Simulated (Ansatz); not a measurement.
The start is a relaxed Li cell, doubled along one cell vector, shaken by Gaussian noise of σ = 0.08 Å a coordinate. A full variable-cell relaxation at zero pressure is run with r2SCAN (plane waves to 500 eV, PAW, scalar-relativistic; Ansatz, a first-principles code). The first steps use a coarse 7×7×6 k-mesh.

Starting cell:
```
Li
1.0
    5.76350     0.00000     0.00000
   -2.88175     4.99134     0.00000
    0.00000     0.00000     5.64244
Li
6
Direct
  0.47716   0.96495   0.24854
  0.50788   0.98345   0.71237
  0.47961   0.51165   0.24879
  0.46771   0.49429   0.76283
  0.98824   0.46485   0.28704
  0.02370   0.51255   0.73267
```

Which atoms feel the largest initial force, and how large is it?

0.65 eV/Å, on Li6 (atoms numbered as listed).

How does the volume change?

-22.5 %, from 27.05 to 20.97 Å³/atom.

Does it find its way back to the structure it was made from?

It does not go back: it reaches P6₃/mmc (No. 194), hcp (Mg type), 0.26 eV/atom below the parent.

How do the shortest distances between atoms change?

The closest pairs of elements (up to four, under 3.6 Å), start → end: Li–Li 2.53 → 3.09 Å.

Is the relaxed structure metallic? Give its gap.

Zero (metallic).

Write out the relaxed structure.


```cif
data_Li2
_chemical_formula_sum 'Li2'
_space_group_name_H-M_alt 'P63/mmc'
_space_group_IT_number 194
_space_group_name_Hall '-P 6c 2c'
_cell_length_a 3.09482
_cell_length_b 3.09482
_cell_length_c 5.05505
_cell_angle_alpha 90.000
_cell_angle_beta 90.000
_cell_angle_gamma 120.000
loop_
_atom_site_label
_atom_site_type_symbol
_atom_site_symmetry_multiplicity
_atom_site_Wyckoff_symbol
_atom_site_fract_x
_atom_site_fract_y
_atom_site_fract_z
_atom_site_occupancy
Li1 Li 2 c 0.33333 0.66667 0.25000 1
```

Final values are on a 17×17×9 k-mesh of the relaxed cell. No spin polarisation in the result.

Of the parent cell (P6/mmm (No. 191)): it is a generated cell of Li: the first start was made by placing the elements on the sites of a structure type, and the end was not matched to a known phase here, so it may be hypothetical. Known forms of Li include space group No. 229.

This is a known allotrope of Li, reached from a generated start. Known forms of Li include space group No. 229.
